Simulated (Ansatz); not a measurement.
Space group P-62m (No. 189). a = 6.370 Å, b = 6.370 Å, c = 3.751 Å, α = 90.00°, β = 90.00°, γ = 120.00°
```csv
atom,site,symmetry,x,y,z
Hf,3g,m2m,0.0000,0.5839,0.5000
P,2c,-6..,0.6667,0.3333,0.0000
P,1b,-62m,0.0000,0.0000,0.5000
Ru,3f,m2m,0.2456,0.0000,0.0000
```

Equation of state of this HfPRu structure (not necessarily the ground state), with shape and atoms relaxed at each volume where symmetry leaves them free. It has no gap at any of these volumes. The calculation used DFT PBEsol, scalar-relativistic, plane waves, PAW (Ansatz 0.2.0).

Plane waves to 420 eV, a k mesh through Γ of 6×6×10 on the computed 9-atom cell and Gaussian smearing (0.10 eV); no spin polarisation.

```tsv
V (Å³/atom)	E − E(largest V) (meV/atom)	P (GPa)
12.889	106.19	40.43
13.328	13.23	27.72
13.768	-47.59	16.94
14.207	-81.11	7.78
14.646	-91.47	0.01
15.086	-82.17	-6.59
15.525	-56.19	-12.17
16.111	0.00	-18.30
```

Fit a third-order Birch–Murnaghan equation to E(V).

V0 = 14.65 Å³/atom, B0 = 238 GPa, B0' = 4.4.

Spin-orbit coupling is left out, which matters for the bands of heavy elements.